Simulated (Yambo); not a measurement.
AlBO₃ (space group R-3c, No. 167), G0W0@PBEsol (Yambo, plasmon pole, terminator in G, 4×4×4 mesh): gap Γ → (0.25, 0.25, 0.25) in eV by bands and screening block.

| bands (W and G) | 2 Ry | 3 Ry | 4 Ry | 6 Ry | 7 Ry |
|---|---|---|---|---|---|
| 39 | 10.16 | 9.58 | 9.45 | 9.37 | 9.36 |
| 53 | 9.51 | ___ | 8.77 | 8.71 | 8.70 |
| 73 | 9.28 | 8.65 | 8.52 | 8.48 | 8.47 |
| 99 | 9.18 | 8.53 | 8.41 | 8.38 | ___ |
| 125 | 9.15 | 8.48 | 8.36 | ___ | 8.35 |

Estimate the withheld gaps from their neighbours; the computed values follow.


- 53, 3 Ry: 8.90
- 99, 7 Ry: 8.39
- 125, 6 Ry: 8.34

The largest settings aren't shown to be the converged limit.

Geometry of the Materials Project entry, not relaxed at this level; primitive cell a = 5.314 Å, b = 5.314 Å, c = 5.314 Å, α = 50.16°, β = 50.16°, γ = 50.16°.
